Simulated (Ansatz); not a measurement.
## KAg₄As₃: reading a single point

```
Ag As K
1.0
     2.15001    3.72392    0.00000
    -2.15001    3.72392    0.00000
     0.00000   -2.48261   11.51120
Ag As K
4 3 1
Direct
  0.08918 0.08918 0.26754
  0.91082 0.91082 0.73246
  0.30141 0.30141 0.90423
  0.69859 0.69859 0.09577
  0.22775 0.22775 0.68325
  0.77225 0.77225 0.31675
  0.00000 0.00000 0.00000
  0.50000 0.50000 0.50000
```

Single point in Ansatz 0.2.0 with r2SCAN, no spin polarisation. Cutoff 500 eV, PAW datasets, 8×8×8 Γ-centred k mesh, fermi-dirac filling (width 0.0663 eV).

**Formation energy.** 0.06 eV an atom against the elements' usual phases (free molecules for gases, crystals otherwise, with no correction for O₂ or N₂), so at this geometry it isn't bound against them. Relaxing would lower it.
**Stress.** The pressure is 0.2 GPa (compression positive), so with the atoms held at these fractions the cell is close to zero pressure.
**Electronic structure.** It is a metal, with about 4.6 states/eV a cell as the mean within 0.25 eV of the Fermi level, mostly As p (74 %) and Ag d (17 %).
**Forces.** The largest is on Ag1 (and as large on other atoms): 0.42 eV/Å, components (0.00, 0.00, -0.42). It makes 103° with the line to a nearest neighbour, As6 at 2.55 Å.

Origin: a known structure type with other elements, at an estimated volume, so it need not be a known compound. Caveats: many states at the Fermi level without spin polarisation, so a magnetic state may lie lower.
